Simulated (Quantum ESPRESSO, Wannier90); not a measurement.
TaN (P-6m2): Wannier90 run

```xyz
2
Lattice="2.9399 0.0000 0.0000 -1.4700 2.5461 0.0000 0.0000 0.0000 2.8902" Properties=species:S:1:pos:R:3 pbc="T T T"
Ta     0.0000     0.0000     1.4451
N     -1.4700     0.8487     0.0000
```

Materials Project entry mp-1459; symmetrised, unrelaxed at this level. COD (Crystallography Open Database) has the formula in 5 space groups, this one among them (matched by group alone). Level: PBEsol, no spin polarisation, no spin-orbit coupling; pw.x of Quantum ESPRESSO at 68 Ry with PseudoDojo potentials, 12×12×10 k-points, Wannier90. Density: 12×12×10 mesh, cold smearing 0.01 Ry. Spin-orbit coupling is left out although heavy elements are present.

Base run: 8 functions from bands 6-22 of the 22 computed, start hydrogen-like Ta: d; N: p, centres 0.05 Å off the atoms, frozen window up to 1.50 eV relative to the Fermi level, outer window open. One thing is changed at a time; window edges are relative to the Fermi level. The misfit compares interpolated bands with pw.x on a high-symmetry path, for states up to 1.0 eV relative to the Fermi level. Converged means that the tolerances were met: symmetric starts can stop on a saddle, which shows as a larger Ω_OD at equal Ω_I and can move the misfit too.

Question: Which of these settings interpolates worst among those that finish?
(A) base
(B) no frozen window
(C) outer window to 12.44 eV

Answer: B, no frozen window. The whole sweep:

```csv
setting,functions,frozen to (eV),Ω_I (Å²),Ω_D (Å²),Ω_OD (Å²),rms misfit (meV),worst (meV),ended
base,8,1.50,9.42,0.02,0.40,1.8,16,converged
frozen window to 4.73 eV,8,4.73,–,–,–,–,–,stops: too many frozen states
no frozen window,8,none,6.81,0.00,0.07,2788,5634,converged
outer window to 6.44 eV,8,1.50,–,–,–,–,–,stops: too few bands in the window
outer window to 12.44 eV,8,1.50,10.52,0.04,0.59,0.3,1.3,converged
```

Runs of this sweep that didn't settle are not listed.
